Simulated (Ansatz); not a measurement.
Tl$_{2}$SnCl$_{6}$ squeezed and stretched

A database entry relaxed whole under r2SCAN (Fm-3m):

```
Tl Sn Cl
1.0
     0.00000    5.01060    5.01060
     5.01060    0.00000    5.01060
     5.01060    5.01060    0.00000
Tl Sn Cl
2 1 6
Direct
  0.25000 0.25000 0.25000
  0.75000 0.75000 0.75000
  0.00000 0.00000 0.00000
  0.75613 0.24387 0.24387
  0.24387 0.75613 0.24387
  0.24387 0.75613 0.75613
  0.75613 0.24387 0.75613
  0.24387 0.24387 0.75613
  0.75613 0.75613 0.24387
```

The cell was scaled uniformly, its shape held, and the atoms relaxed at each volume with plane-wave PAW DFT (Ansatz 0.2.0; r2SCAN, 500 eV, 6×6×6 Γ-centred mesh, fermi-dirac occupations of width 0.020 eV; no spin, no spin-orbit coupling). One row is withheld.

| volume (Å³/atom) | energy over the lowest (meV/atom) | pressure (GPa) |
| --- | --- | --- |
| 26.278 | 6.8 | 1.39 |
| 26.837 | 2.9 | 0.88 |
| 27.396 | 0.7 | 0.41 |
| 27.955 | 0.0 | 0.01 |
| 28.514 | ? | ? |
| 29.073 | 2.2 | -0.60 |
| 29.632 | 4.8 | -0.86 |

Problem. Fit the pressures of the other rows to the third-order Birch-Murnaghan form.

Solution. With f = [(V₀/V)^(2/3) − 1]/2 and P = 3B₀f(1 + 2f)^(5/2)[1 + 3(B₀′ − 4)f/2], least squares gives V₀ = 27.98 Å³ an atom, B₀ = 18.1 GPa and B₀′ = 6.5; the rows miss the fit by 0.01 GPa. The slope of the energies differs from these pressures by less than 0.05 GPa.

Problem. What does the withheld row hold?

Solution. The fit gives -0.32 GPa at 28.514 Å³; the run gave -0.32 GPa and 0.6 meV an atom.

Caveats: the shape of the cell was held; 0 K, fixed nuclei; the symmetry was kept, and this need not be the phase that is stable at 0 K; one mesh for all volumes; no dispersion correction, so weakly bound layers stand too far apart; pressure is positive in compression.
